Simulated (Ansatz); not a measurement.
YN:
```xyz
2
Lattice="0.0000 2.4530 2.4530 2.4530 0.0000 2.4530 2.4530 2.4530 0.0000" Properties=species:S:1:pos:R:3 pbc="T T T"
Y      0.0000     0.0000     0.0000
N      2.4530     2.4530     2.4530
```

PBE in the plane-wave PAW code Ansatz gives a gap of 0.21 eV without spin–orbit coupling, maximum at Γ, minimum at X.

What happens when spin–orbit coupling is switched on?

The gap drops by 0.02 eV, to 0.19 eV; maximum at Γ, minimum at X.

How large is the spin–orbit splitting of the valence top at Γ?

The fourfold level lies 0.06 eV above the split-off pair.

Give the electron effective mass with spin–orbit coupling.

0.11, 0.11, 1.3 mₑ (principal values).

Give the hole effective mass with spin–orbit coupling, band 1 of 2 at the edge.

1.0 along [100], 0.60 along [110], 0.49 along [111] (mₑ).

Give the hole effective mass with spin–orbit coupling, band 2 of 2 at the edge.

0.23 along [100], 0.27 along [110], 0.30 along [111] (mₑ).

Space group Fm-3m (rock salt). The PBE relaxation kept the symmetry of its start. The run is not spin-polarised.

Potentials: the later of the program's two PAW sets.
